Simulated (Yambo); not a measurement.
Yambo run on MgI2 (CdI2 type, space group P-3m1, No. 164). The wavefunctions are norm-conserving PBEsol (Quantum ESPRESSO, 84 Ry, scalar-relativistic) ones on a 3×3×2 mesh (12 occupied bands); a = 4.1255 Å, b = 4.1255 Å, c = 6.8268 Å, α = 90.00°, β = 90.00°, γ = 120.00°.

Yambo input:

```
rim_cut
gw0
dyson
el_el_corr
HF_and_locXC
ppa
em1d
RandQpts= 1000000
RandGvec= 1 Ry
EXXRLvcs= 84 Ry
VXCRLvcs= 336 Ry
Chimod= "HARTREE"
% BndsRnXp
 5 | 191 |
%
NGsBlkXp= 8 Ry
% LongDrXp
 1.0 | 1.0 | 1.0 |
%
PPAPntXp= 27.2114 eV
% GbndRnge
 1 | 119 |
%
GTermKind= "BG"
DysSolver= "n"
ExtendOut
% QPkrange
 1 | 1 | 12 | 13 |
%
```

k points by index: 1 = Γ.

The o-*.qp file then holds:

```
#    K-point    Band    Eo [eV]    E [eV]    E-Eo [eV]    Vxc [eV]    Vnlxc [eV]    Sc|Eo [eV]    Sc|E [eV]    dSc/dw|Eo [eV]    Re(Z)    Im(Z)
#
    1    12    0.000000    -1.107475    -1.107475    -11.59430    -14.28586    1.314017    1.584084    -6.635079    0.803963    -0.001391
    1    13    3.619762    4.227538    0.607776    -8.958498    -4.700041    -3.523089    -3.650682    -5.711324    0.826521    -0.001359
```
(The two width columns are left out.) Convergence of these settings isn't established.

Spin-orbit coupling is not included.

Geometry relaxed with PBE+D3(BJ).
